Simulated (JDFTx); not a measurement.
Reference run:

| Item | Result |
|---|---|
| surface | Ni(111) |
| bulk | Ni, Fm-3m, lattice of mp-23 (not re-optimised) |
| slab | 4 atoms in 4 planes, 1x1, 6.0 Å between the outermost planes |
| in-plane cell | 2.457 × 2.457 Å, 5.23 Å² |
| cell height | 22.0 Å |
| sampling | 12×12×1 k mesh, Fermi smearing 0.004 Ha, spin-polarised from a ferromagnetic start |

The reference is PBE, GBRV ultrasoft potentials, plane waves to 20/100 Ha; code: JDFTx (a modified build). Unrelaxed; liquid: linear PCM (GLSSA13), water, 1 M NaCl. Potentials are on the SHE scale by the convention U = −μ/e − 4.44 V; references calibrated for a solvation model differ from this value.

```
density cutoff alone  work function (eV)  U_pzc (V)  mean C above U_pzc (μF/cm²)  k states × plane waves  cycles, vacuum run  rough core time, vacuum run
--------------------  ------------------  ---------  ---------------------------  ----------------------  ------------------  ---------------------------
80 Ha                               5.11       0.41                17 over 0.5 V               38 × 3316                  31                        9 min
100 Ha                              5.11       0.41                17 over 0.5 V               38 × 3316                  32                       10 min
130 Ha                              5.12       0.41                17 over 0.5 V               38 × 3316                  30                       10 min
```

The work function stays within 0.01 eV over all these settings; capacitances repeat to about ±0.2 μF/cm². Core times come from shared machines and are rough, one run each.
